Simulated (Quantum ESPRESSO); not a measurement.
# Computed records: Ga3GeP4 (made-up cell)

All values are calculated (Quantum ESPRESSO 7.5). Calculation on a made-up crystal cell, not a measurement: periodic Kohn-Sham density functional theory in plane waves with PseudoDojo standard norm-conserving scalar-relativistic pseudopotentials, each functional with its own files (v0.5 for PBE, v0.4.1 for LDA and PBEsol), no spin polarisation, no spin-orbit coupling, atoms not relaxed, stress positive in tension, energies less a fixed whole-eV offset for each atom's element; levels are Kohn-Sham levels at fractions of this cell's reciprocal vectors, counted from the reference band (half the neutral cell's valence electrons, rounded up) at Gamma; error bars cover cutoff and k-mesh only, not smearing or the files; added strain carries the atoms with the cell, and shear is the tensor component; each bar is the largest change over components, and at least 0.002 eV, 0.002 eV per angstrom or 0.02 GPa; energies are for the whole cell, and the offsets were chosen from early runs and are not element reference energies.

```xyz
8
Lattice="5.4535 -0.0530 0.0236 -0.0530 5.3860 -0.0832 0.0236 -0.0832 5.4390" Properties=species:S:1:pos:R:3 formula=Ga3GeP4 lattice_type=zincblende/diamond functional=pbe cutoff=1088 fermi_dirac_smearing=0.1 scf_tolerance=1e-07 electrons_removed=0 k_mesh=6_x_6_x_6,shifted_by_half_a_step
Ge    -0.0158    -0.1612    -0.0192
Ga    -0.1446     2.5690     2.7937
Ga     2.7884     0.0248     2.7741
Ga     2.8070     2.7276    -0.1757
P      1.3150     1.3169     1.2313
P      1.3761     3.8919     4.0361
P      3.9148     1.2372     4.0952
P      4.0823     4.1297     1.2215
```

Units: cutoff, fermi_dirac_smearing, scf_tolerance in eV.

Atoms:
| atoms element | atom site | atom energy offset (eV) |
| --- | --- | --- |
| Ge | 1 | -2430 |
| Ga | 2 | -2080 |
| Ga | 3 | -2080 |
| Ga | 4 | -2080 |
| P | 5 | -189 |
| P | 6 | -189 |
| P | 7 | -189 |
| P | 8 | -189 |

Questions
1. What stress yy does the calculation give for Ga3GeP4 (made-up cell)?
2. Estimate the stress xy of Ga3GeP4 (made-up cell).
3. Give the missing stress xx for Ga3GeP4 (made-up cell).

Answers
1. -8.412 GPa
2. -1.286 GPa
3. -7.789 GPa

Further results for Ga3GeP4 (made-up cell):

- free energy less offsets: -1.458 eV
- smearing term minus ts: -0.07907 eV
- scf iterations: 10
- pressure: 7.922 GPa
- stress zz: -7.566 GPa
- stress yz: -3.091 GPa
- stress xz: 2.266 GPa
- fermi level: 0.9771 eV
- reference band: 37
- error bar energy: 0.00558 eV
- error bar stress: 0.05753 GPa
- error bar force: 0.01301 eV/Å
- error bar next band up: 0.002 eV
- error bar fermi level: 0.006531 eV
- error bars from: tighter rerun of a related cell

Forces:
| site | x (eV/Å) | y (eV/Å) | z (eV/Å) |
| --- | --- | --- | --- |
| 1 | 1.271 | 2.233 | -1.656 |
| 2 | 0.5463 | 0.5059 | -1.421 |
| 3 | -2.312 | -1.361 | -2.107 |
| 4 | -1.523 | 0.9294 | 2.063 |
| 5 | 0.349 | 0.2901 | 0.9625 |
| 6 | 0.02431 | 0.2457 | -1.041 |
| 7 | 3.025 | -0.4276 | 0.5711 |
| 8 | -1.38 | -2.415 | 2.628 |

Levels:
| level k point | next band up (eV) |
| --- | --- |
| Gamma | 0.4114 |
| (1/2,1/2,1/2) | 0.8818 |
| (0.15,0,0) | 0.7564 |
| (0,0.15,0) | 0.6001 |
| (0,0,0.15) | 0.7695 |
